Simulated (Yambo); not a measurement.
# MgTe: sweep of GW parameters

G0W0@PBEsol for MgTe (wurtzite, space group P6_3mc, No. 186) in Yambo. Reference settings: 3×3×2 Γ-centred k mesh, bands 17 to 396 and a 7 Ry block in the screening, 396 bands in G with the Bruneval-Gonze terminator, plasmon pole fitted at 27.2 eV. The PBEsol gap Γ → Γ on this mesh is 2.11 eV; G0W0 gaps are taken between the same points.

| change from the reference | G0W0 gap Γ → Γ (eV) | shift of the valence edge (eV) | rough Yambo cost |
|---|---|---|---|
| reference settings | 3.67 | -1.26 | 1 |
| 154 bands in G | 3.66 | -1.19 | – |
| 188 bands in W | 3.66 | -1.12 | about 1/3 |
| 1 Ry block | 3.32 | -0.84 | within a factor of two |
| 6 Ry block | 3.66 | -1.24 | within a factor of two |
| no random integration | 3.62 | -1.08 | – |

The reference isn't shown to be the converged limit. Costs are rough (shared machines), scaled to the same edge states, and given only for runs that recompute the screening.

The standard potential for Te keeps a d shell in the valence without the s and p states of that shell. In tests on such compounds this moved G0W0 gaps by up to about 0.9 eV, so absolute quasiparticle energies here are unreliable; differences between settings are what counts.

Spin-orbit coupling is included.

Geometry relaxed with PBEsol; primitive cell a = b = 4.5626 Å, c = 7.4041 Å, α = β = 90.00°, γ = 120.00°.

A shift is the quasiparticle energy of the state minus its PBEsol energy.
